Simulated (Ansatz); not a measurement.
## Stability checks on a candidate for Ta3Ti

It was reached by relaxing an invented guess, and it needn't be the stable form of this composition.

Method: DFT PBE, scalar-relativistic, plane waves, PAW in Ansatz 0.2.0. Plane waves to 420 eV, a 12×12×12 mesh through Γ for the 4-atom cell and 0.10 eV Gaussian smearing; collinear spin.

```xyz
4
Lattice="0.0000 3.3005 3.3005 3.3005 0.0000 3.3005 3.3005 3.3005 0.0000" Properties=species:S:1:pos:R:3 pbc="T T T"
Ti    0.0000    0.0000    0.0000
Ta    1.6502    1.6502    1.6502
Ta    4.9507    4.9507    4.9507
Ta    3.3005    3.3005    3.3005
```

Formation energies are uncorrected and refer to the elements' standard structures at the same level.

Question: These tests were run: energy against the elements; phonons on a 2×2×2 q mesh; elastic tensor. What do they show?

Answer:

| test | result |
| --- | --- |
| energy against the elements | +0.05 eV/atom |
| phonons on a 2×2×2 q mesh | no imaginary mode on the mesh, but the interpolation dips to 17i cm⁻¹ between its points |
| elastic tensor | least eigenvalue 59 GPa |

It fails one test: energy against the elements. It may still be a metastable minimum. Undecided within the accuracy: phonons on a 2×2×2 q mesh.

Spin–orbit coupling, which can matter for Ta, is left out. The run for the phonons used a 12×12×12 k mesh and Fermi–Dirac smearing of 0.15 eV. The run for the elastic tensor used a 12×12×12 k mesh and Fermi–Dirac smearing of 0.15 eV.
